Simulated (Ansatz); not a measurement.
**Zn in Ansatz, vacancy hop by nudged elastic band**

input.yaml:

```yaml
crystal:
  lattice:
    - [7.99774531, 1.0e-08, 0.0]
    - [-3.99887266, 6.92625061, 0.0]
    - [0.0, 0.0, 4.95840007]
  atoms:
    - { symbol: Zn, position: [0.11600296, 0.2247027, 0.2505639] }
    - { symbol: Zn, position: [0.21870721, 0.11044989, 0.74819151] }
    - { symbol: Zn, position: [0.11310158, 0.55470694, 0.24415476] }
    - { symbol: Zn, position: [0.22731483, 0.44537725, 0.75108425] }
    - { symbol: Zn, position: [0.10673864, 0.8840816, 0.24229501] }
    - { symbol: Zn, position: [0.22064065, 0.77240205, 0.75231555] }
    - { symbol: Zn, position: [0.44395143, 0.22321022, 0.25140467] }
    - { symbol: Zn, position: [0.55544287, 0.10695166, 0.75298159] }
    - { symbol: Zn, position: [0.44077776, 0.55438784, 0.25166412] }
    - { symbol: Zn, position: [0.55316775, 0.44532404, 0.74875152] }
    - { symbol: Zn, position: [0.4456047, 0.88584687, 0.25598562] }
    - { symbol: Zn, position: [0.55022375, 0.77550521, 0.74470634] }
    - { symbol: Zn, position: [0.88684208, 0.11195087, 0.74717282] }
    - { symbol: Zn, position: [0.77934988, 0.55851056, 0.24480598] }
    - { symbol: Zn, position: [0.89461915, 0.44350618, 0.75103674] }
    - { symbol: Zn, position: [0.77562483, 0.88851481, 0.25490407] }
    - { symbol: Zn, position: [0.88699179, 0.7770472, 0.75224059] }
kpoints:
  mp_grid: { grid: [2, 2, 3] }
magnetization:
  spin_polarized: false
scf:
  occupations: { method: gaussian, width: 0.1 }
hamiltonian:
  pseudopotentials: { kind: paw }
  xc: lda
basis:
  ecutwfc: 420
neb:
  images: 3
  relax_end_points: true
  climbing: true
  f_tol: 0.1
  max_iterations: 40
  order_check: false
  final_atoms:
    - { symbol: Zn, position: [0.11600296, 0.2247027, 0.2505639] }
    - { symbol: Zn, position: [0.21870721, 0.11044989, 0.74819151] }
    - { symbol: Zn, position: [0.11310158, 0.55470694, 0.24415476] }
    - { symbol: Zn, position: [0.22731483, 0.44537725, 0.75108425] }
    - { symbol: Zn, position: [0.10673864, 0.8840816, 0.24229501] }
    - { symbol: Zn, position: [0.22064065, 0.77240205, 0.75231555] }
    - { symbol: Zn, position: [0.44395143, 0.22321022, 0.25140467] }
    - { symbol: Zn, position: [0.55544287, 0.10695166, 0.75298159] }
    - { symbol: Zn, position: [0.44077776, 0.55438784, 0.25166412] }
    - { symbol: Zn, position: [0.55316775, 0.44532404, 0.74875152] }
    - { symbol: Zn, position: [0.4456047, 0.88584687, 0.25598562] }
    - { symbol: Zn, position: [0.55022375, 0.77550521, 0.74470634] }
    - { symbol: Zn, position: [0.88684208, 0.11195087, 0.74717282] }
    - { symbol: Zn, position: [0.77934988, 0.55851056, 0.24480598] }
    - { symbol: Zn, position: [0.89461915, 0.44350618, 0.75103674] }
    - { symbol: Zn, position: [0.78181439, 1.22323418, 0.25527253] }
    - { symbol: Zn, position: [0.88699179, 0.7770472, 0.75224059] }
```

Run with:

```bash
ansatz run input.yaml --threads 4 --pin off --max-ram 8192MiB --backend cpu --events-out ev --progress --plain --runs-dir out
```

Origin of the cell: a database entry, scaled a little.

The cell is 3×3×1 cells of Zn with one Zn taken out; atom 16 (Zn) hops into the empty site, 2.65 Å away before the end points are relaxed. All atoms were shaken by about 0.02 Å first.

Output (shortened):

```
Warning: neb: disabling space-group detection — the band's intermediate images generally break the endpoint symmetry, so no spatial operation reduces the k-mesh or symmetrises the density, ex […]
Pseudopotentials: kind: paw
Pseudopotential: Zn, paw, valence charge 12, recommended cutoff 420 eV (normal), Zn.paw.azcp
Functional definition: SPW92
  exchange = slater_x
  correlation = pw_c
parallel-image band execution: 3 concurrent image workers
NEB image 0
Crystal: 17 atoms, lattice volume = 274.668 Å³
Basis set: ecut = 420 eV, 5375 PW (Γ)
Bands: 123, of which v1, the nominal top of the filled ones, is band 102 counted from 1 (101 counted from 0)
Symmetry: 1 space group operations
k-points: 8 of 12 (time reversal used)
[… 2 lines left out …]
Initial density: superposition of atomic densities (neutral atoms: chi_scale 0, normalization atom), corrected by the library's trained network
Functional: x = slater, c = lda
SCF iter   1: F=—  HF=-55185.061169 eV  Δρ=6.26e-3  dr2=6.18e-2  defer=27
SCF iter   2: F=—  HF=-55185.078380 eV  Δρ=5.97e-3  dr2=5.64e-2  defer=103
SCF iter   3: F=—  HF=-55185.055497 eV  Δρ=3.53e-3  dr2=1.82e-2  defer=103
[… 2 lines left out …]
SCF iter   6: F=—  HF=-55185.046685 eV  Δρ=4.16e-5  dr2=3.15e-6  defer=38
SCF iter   7: F=—  HF=-55185.046685 eV  Δρ=1.05e-5  dr2=2.49e-7  defer=38
SCF iter   8: F=-55185.046685 eV  HF=-55185.046685 eV  Δρ=4.82e-6  dr2=4.12e-8
NEB iter   1: max|band force component| = 1.168e0 eV/Å  barrier→ = 0.6114 eV  barrier← = 0.6112 eV  Δτ_max = 0.1011 Å  (51 SCF iters)
NEB iter   2: max|band force component| = 6.504e-1 eV/Å  barrier→ = 0.4561 eV  barrier← = 0.4560 eV  Δτ_max = 0.1382 Å  (24 SCF iters)
NEB iter   3: max|band force component| = 2.084e-1 eV/Å  barrier→ = 0.3620 eV  barrier← = 0.3618 eV  CI = image 2  Δτ_max = 0.0404 Å  (26 SCF iters)
NEB iter   4: max|band force component| = 6.108e-2 eV/Å  barrier→ = 0.3511 eV  barrier← = 0.3510 eV  CI = image 2  Δτ_max = 0.0000 Å  (21 SCF iters)
--- NEB band (5 images, 4 band iterations, 122 SCF iterations, 39 more in tests of the images' electronic states and relaxations of end points) ---
  forward barrier  = 0.351117 eV
  backward barrier = 0.350960 eV
  lagrangian_above_aufbau_ev (what the smearing adds, to first order; not taken off the barriers): saddle image -0.008530 eV, end points -0.018196 and -0.018563 eV
  climbing image's point = of an order that was not read
  energies are F+E_penalty+E_count in eV, relative to image 0
  image     s (Å)  Δ vs image 0  max|band force component| (eV/Å)
      0    0.0000      0.000000                                 —
      1    0.6719      0.178158                          2.262e-2
  *   2    1.3440      0.351117                          6.108e-2
      3    2.0165      0.178003                          3.045e-2
      4    2.6889      0.000157                                 —
```

The converged band:

| image | path over all atoms (Å) | ΔF (eV) | Zn x | y | z (Å) |
| --- | --- | --- | --- | --- | --- |
| 0 | 0.00 | 0.000 | 2.65 | 6.19 | 1.24 |
| 1 | 0.67 | 0.178 | 2.28 | 6.68 | 1.22 |
| 2 | 1.34 | 0.351 | 1.91 | 7.25 | 1.22 |
| 3 | 2.02 | 0.178 | 1.60 | 7.86 | 1.23 |
| 4 | 2.69 | 0.000 | 1.37 | 8.43 | 1.24 |

Highest image (2), forces in eV/Å:

```xyz
17
Lattice="7.998 0.000 0.000 -3.999 6.926 0.000 0.000 0.000 4.958" Properties=species:S:1:pos:R:3:forces:R:3 pbc="T T T" image=2
Zn    0.067    1.571    1.239    0.061    0.035    0.006
Zn    1.357    0.783    3.711   -0.005   -0.002   -0.006
Zn   -1.422    3.724    1.240   -0.003   -0.016    0.001
Zn    0.030    3.082    3.728   -0.004   -0.003    0.004
Zn   -2.811    6.131    1.244   -0.015    0.006    0.002
Zn   -1.297    5.401    3.711   -0.008   -0.004   -0.004
Zn    2.737    1.521    1.247    0.010   -0.009    0.002
Zn    4.067    0.799    3.771   -0.002   -0.005    0.017
Zn    1.359    3.908    1.231   -0.002    0.014    0.000
Zn    2.737    3.112    3.709   -0.002   -0.001   -0.001
Zn   -0.199    6.034    1.236   -0.010   -0.006    0.004
Zn    1.398    5.422    3.683   -0.005    0.001   -0.014
Zn    6.705    0.786    3.698   -0.007   -0.004   -0.007
Zn    3.992    3.837    1.236    0.005    0.003    0.000
Zn    5.366    3.078    3.711    0.001    0.012   -0.008
Zn    1.911    7.254    1.221   -0.025   -0.015   -0.002
Zn    4.021    5.407    3.741    0.011   -0.005    0.008
```

Barrier of this path: 0.35 eV forwards, 0.35 eV backwards, after 4 band iterations.

Caveats: the k mesh is coarse if the cell is a metal; a small cell with a neutral vacancy and no spin, whose shape can make like sites unlike; the cell is held at a rescaled volume, and strain moves barriers; the hop was drawn among near neighbours and need not be the easiest path; few images and a loose tolerance, and neither the top nor the ends were tested for their order.

It ran for 3.4 min on 4 threads of Arm Neoverse V1, on a shared host, peak memory 1.5 GiB, from the program's own first density.
